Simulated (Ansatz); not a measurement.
**Does relaxation matter for the field gradients of Sc2Te3 with Sb replacing Sc?**

Start: a cell of Sc2Te3 (space group Fddd) built from a refined structure from the COD, with all atoms left at the host's positions.

```cif
data_Sc7SbTe12
_symmetry_space_group_name_H-M 'C2'
_symmetry_Int_Tables_number 5
_cell_length_a 8.2223
_cell_length_b 24.6085
_cell_length_c 7.1212
_cell_angle_alpha 90.000
_cell_angle_beta 125.262
_cell_angle_gamma 90.000
loop_
_atom_site_label
_atom_site_type_symbol
_atom_site_symmetry_multiplicity
_atom_site_Wyckoff_symbol
_atom_site_fract_x
_atom_site_fract_y
_atom_site_fract_z
Sc1 Sc 2 b 0.5000 0.3320 0.5000
Sc2 Sc 2 b 0.5000 0.1680 0.5000
Sc3 Sc 2 a 0.0000 0.4180 0.0000
Sc4 Sc 2 a 0.0000 0.5820 0.0000
Sb Sb 2 b 0.5000 0.0003 0.5000
Sc6 Sc 2 b 0.5000 0.4997 0.5000
Sc7 Sc 2 a 0.0000 0.7497 0.0000
Sc8 Sc 2 a 0.0000 0.2503 0.0000
Te9 Te 4 c 0.7459 0.7500 0.5000
Te11 Te 4 c 0.2541 0.5000 0.0000
Te13 Te 4 c 0.7498 0.4167 0.4997
Te15 Te 4 c 0.2501 0.5832 0.5003
Te17 Te 4 c 0.7502 0.3333 0.0003
Te19 Te 4 c 0.7500 0.6668 0.9997
```

One atom of each set is listed; the run and its k-mesh use a cell of 20 atoms with edges of 13.61, 12.97, 7.12 Å.

Level of theory: DFT, PBE, plane waves and PAW, scalar-relativistic, 420 eV cutoff, Γ-centred 3×3×3 k-points, Fermi–Dirac smearing 0.01 eV (Ansatz 0.2.0).

The largest force at the start is 0.72 eV/Å. Relaxing the ions at fixed cell moves them by 0.190 Å at most (atom 5, Sb) and 0.079 Å rms. End positions:

Sc1 (0.5000, 0.3303, 0.5000)
Sc2 (0.5000, 0.1700, 0.5000)
Sc3 (0.0000, 0.4158, 0.0000)
Sc4 (0.0000, 0.5822, 0.0000)
Sb (0.5000, 0.0081, 0.5000)
Sc6 (0.5000, 0.4955, 0.5000)
Sc7 (0.0000, 0.7486, 0.0000)
Sc8 (0.0000, 0.2508, 0.0000)
Te9 (0.7413, 0.7499, 0.5002)
Te11 (0.2565, 0.4991, 0.0081)
Te13 (0.7484, 0.4142, 0.5005)
Te15 (0.2636, 0.5880, 0.5027)
Te17 (0.7492, 0.3324, 0.0039)
Te19 (0.7475, 0.6659, 0.9997)

```
site  moved (Å)                   first shell before                    first shell after  V_zz before (10²¹ V/m²)  η before
 Sc1      0.041                  6 Te at 2.90–2.93 Å                  6 Te at 2.90–2.93 Å                    -1.05      0.49
 Sc2      0.049                  6 Te at 2.90–2.93 Å                  6 Te at 2.90–2.95 Å                    -0.91      0.27
 Sc3      0.055                  6 Te at 2.90–2.93 Å                  6 Te at 2.90–2.92 Å                    -1.35      0.42
  Sb      0.190                  6 Te at 2.90–2.91 Å                  6 Te at 2.92–3.10 Å                     7.35      0.05
 Sc6      0.103                  6 Te at 2.90–2.91 Å                  6 Te at 2.86–3.00 Å                     1.68      0.44
 Te9      0.039                  4 Sc at 2.90–2.91 Å                  4 Sc at 2.90–2.91 Å                     4.45      0.58
Te11      0.054  3 Sc at 2.90–2.91 Å, 1 Sb at 2.91 Å  3 Sc at 2.86–2.92 Å, 1 Sb at 2.96 Å                     22.9      0.08
Te13      0.065  3 Sc at 2.90–2.93 Å, 1 Sb at 2.91 Å  3 Sc at 2.86–2.90 Å, 1 Sb at 3.10 Å                    19.07      0.07
Te15      0.154  1 Sb at 2.90 Å, 3 Sc at 2.91–2.93 Å  1 Sb at 2.92 Å, 3 Sc at 2.93–3.00 Å                     22.8      0.34
Te19      0.029                  4 Sc at 2.90–2.93 Å                  4 Sc at 2.91–2.92 Å                     4.13      0.33
```

(1) What are V_zz and η after the relaxation?

Answers

(1) 

```
site  V_zz after  η after  change of V_zz
 Sc1        0.54     0.98               –
 Sc2       -1.02     0.91           -0.11
 Sc3       -1.55     0.41           -0.20
  Sb        8.04     0.04           +0.69
 Sc6        0.84     0.45           -0.84
 Te9        4.52     0.23           +0.07
Te11        22.1     0.12           -0.80
Te13       16.08     0.16           -2.99
Te15        29.6     0.35           +6.77
Te19        4.17     0.11           +0.04
```

The largest change of V_zz along a kept axis is on Te15, from 22.8 to 29.6. In per cent, |V_zz| changes by -50 to +15 on Sc, +10 on Sb, -16 to +30 on Te (all sites that start above 0.5, bar those whose gradient vanishes or changes sign or whose main axis turns by over 40°). Where |V_zz| stays above 0.1 and the axes keep their order, η moves most on Sc2, from 0.27 to 0.91. On Sc1 the largest principal value lies along another axis in the second run, so the two V_zz can't be compared directly. The table leaves out 4 of the 14 sites, with |V_zz| up to 3.90; their tensors move by 0.82 at most along any direction. The statements above cover all sites. The host's own positions weren't relaxed first, so part of the change far from the defect can be the host's relaxation.

The defect repeats with the cell of 20 atoms, so it feels its images: sites between two images don't show the values beside a lone defect, and zeros or small values of η there can come from the images' arrangement. Sc and Te carry a gradient in the pure host already, so the values there aren't the defect's effect alone. Without spin–orbit coupling the gradients at and beside Te can be off by some per cent, at some sites by more. With these PAW files V_zz is typically within 2 to 3 % of all-electron values, but misses above 10 % occur on Sb.
Before: With a gap of 0.2 eV on this mesh, small gradients can still move by 0.1 × 10²¹ V/m² or more as the k-mesh gets denser. The neighbours have not yet relaxed around the defect (largest force 0.72 eV/Å), so a real crystal will differ.
After: The relaxation keeps the site symmetry 2 of the start, so the impurity can move only along its axis; a start off the site could end lower. With a gap of 0.1 eV on this mesh, small gradients can still move by 0.1 × 10²¹ V/m² or more as the k-mesh gets denser.
